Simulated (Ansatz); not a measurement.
BaTe:
```yaml
crystal:
  lattice:
    - [0.00000, 3.53156, 3.53156]
    - [3.53156, 0.00000, 3.53156]
    - [3.53156, 3.53156, 0.00000]
  atoms:
    - { symbol: Ba, position: [0.00000, 0.00000, 0.00000] }
    - { symbol: Te, position: [0.50000, 0.50000, 0.50000] }
```

Relaxed with r²SCAN.

Problem. Give the optical modes at the zone centre with their infrared and Raman activity from DFPT, r²SCAN (plane waves, PAW; program Ansatz).

Solution. Transverse frequencies, without the LO–TO term; a row sums one degenerate level.

```json
[
 {"ω (cm⁻¹)": "93", "degeneracy": "3", "IR ((D/Å)²/amu)": "6.68", "Raman (Å⁴/amu)": "0", "activity": "IR", "symmetry": "T1u"}
]
```

Problem. How high does the top mode go among those that the LO–TO term moves?

Solution. 137 cm⁻¹ for q along x.

Space group Fm-3m (rock salt). The cell was relaxed with r²SCAN under the symmetry of its start; of distortions, only those at the zone centre were tested. Scalar-relativistic: spin–orbit coupling is off unless named, which matters more the heavier the elements.

Potentials: the later of the program's two PAW sets.
